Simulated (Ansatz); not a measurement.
# CdS (wurtzite), scan of one atom of the cell

CdS (wurtzite)

```yaml
crystal:
  lattice:
    - [4.19618, 0.00000, 0.00000]
    - [-2.09809, 3.63400, 0.00000]
    - [0.00000, 0.00000, 6.82953]
  atoms:
    - { symbol: Cd, position: [0.33333, 0.66667, 0.99917] }
    - { symbol: Cd, position: [0.66667, 0.33333, 0.49917] }
    - { symbol: S, position: [0.33333, 0.66667, 0.37563] }
    - { symbol: S, position: [0.66667, 0.33333, 0.87563] }
```

In this cell atom 4 (S, nearest neighbour Cd at 2.565 Å; its periodic images, 4.2 Å or more away, move with it) is moved by s along Cartesian x, unit vector (1.000, 0.000, 0.000); all other atoms and the cell stay fixed.

Method: PBE (plane waves to 420 eV, PAW, scalar-relativistic; Ansatz, a quantum-chemistry and plane-wave program). k mesh 7×7×4 (Γ-centred), Fermi-Dirac smearing 0.05 eV. The energy includes the smearing's −TS. Stress and pressure are positive under compression. F∥ is the force on the atom along that direction. F⊥ is the part of the force across the line. CdS was relaxed with its symmetry unable to fall. ΔE is measured from the undisplaced structure.

```tsv
s (Å)	ΔE (meV/cell)	|F⊥| (eV/Å)	F∥ (eV/Å)	P (GPa)
-0.770	2031	7.121	6.697	7.9
-0.616	1170	4.128	4.568	4.7
-0.462	599	2.136	2.927	2.5
-0.308	247	0.892	1.703	1.1
-0.154	59	0.214	0.776	0.3
0.000	0	0.002	0.000	0.0
0.154	59	0.214	-0.776	0.3
0.308	247	0.892	-1.703	1.1
0.462	599	2.136	-2.927	2.5
0.616	1170	4.128	-4.568	4.7
0.770	2031	7.121	-6.697	7.9
```

What the scan shows:

The energy at s = 0.770 Å comes out as 2031 meV/cell, the force along the line at s = -0.770 Å is 6.70 eV/Å and the force constant k = d²E/ds² at s = 0 (finite differences) is 4.87 eV/Å². Symmetry of the curve: even: the same for both signs. Shape of the curve: a single well with its minimum at or next to zero displacement. Harmonic estimate at the end of the scan: ½ks² = 1444 meV/cell against the computed 2031 meV/cell, so the well is stiffer than harmonic there.

(For displaced atoms, the force is minus the slope of the energy, and its curvature is a force constant, which sets phonon frequencies.)
